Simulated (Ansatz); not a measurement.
Y:
```
CELL_PARAMETERS angstrom
      3.68609     0.00000     0.00000
     -1.84304     3.19225     0.00000
      0.00000     0.00000     5.69311
ATOMIC_POSITIONS crystal
  Y  0.33333 0.66667 0.75000
  Y  0.66667 0.33333 0.25000
```

Relaxed with r²SCAN.

Task: Which orbitals make up the states near the Fermi level in DFT-r²SCAN in the program Ansatz with PAW potentials?

Result: Within 0.5 eV of the Fermi level: Y 4d 87 %, outside the projected shells 6 %. Projections are on Löwdin-orthogonalised atomic valence shells; empty p or d shells of many metals are not among them.

Task: Tabulate the density of states.

Result: States/eV per cell of 2 atoms, in 0.25 eV bins, energy from the Fermi level.

```
E (eV)  total  Y 4d  Y 5s  Y 4p
------  -----  ----  ----  ----
-5.05    0.00  0.00  0.00  0.00
-4.80    0.06  0.00  0.06  0.00
-4.55    0.15  0.00  0.14  0.00
-4.30    0.21  0.00  0.20  0.00
-4.05    0.27  0.01  0.25  0.00
-3.80    0.33  0.01  0.30  0.01
-3.55    0.40  0.02  0.36  0.01
-3.30    0.44  0.04  0.38  0.01
-3.05    0.52  0.07  0.43  0.01
-2.80    0.61  0.11  0.47  0.01
-2.55    0.72  0.18  0.51  0.02
-2.30    0.88  0.29  0.55  0.02
-2.05    1.15  0.50  0.59  0.02
-1.80    1.79  1.08  0.64  0.02
-1.55    1.75  1.18  0.50  0.02
-1.30    1.80  1.34  0.38  0.03
-1.05    2.15  1.78  0.30  0.03
-0.80    2.31  2.07  0.16  0.03
-0.55    2.66  2.46  0.09  0.04
-0.30    3.28  2.87  0.19  0.05
-0.05    3.69  3.23  0.15  0.05
0.20     3.52  3.02  0.18  0.04
0.45     1.66  1.44  0.07  0.01
0.70     1.48  1.27  0.06  0.01
0.95     1.79  1.59  0.06  0.01
1.20     3.79  3.26  0.18  0.02
1.45     4.36  3.74  0.18  0.02
1.70     3.52  3.25  0.13  0.01
1.95     3.45  3.20  0.11  0.01
2.20     4.17  3.91  0.09  0.01
2.45     2.73  2.58  0.03  0.01
2.70     1.81  1.73  0.02  0.00
2.95     1.33  1.28  0.01  0.00
3.20     1.73  1.67  0.01  0.00
3.45     1.63  1.57  0.02  0.00
3.70     1.68  1.60  0.03  0.00
3.95     1.78  1.69  0.04  0.00
4.20     1.98  1.85  0.06  0.00
4.45     2.33  2.13  0.11  0.00
```

Space group P6_3/mmc (hcp (Mg type)). The r²SCAN relaxation kept the symmetry of its start. No spin polarisation was allowed. Spin–orbit coupling is left out wherever it is not named.

Potentials: the earlier of the program's two PAW sets.
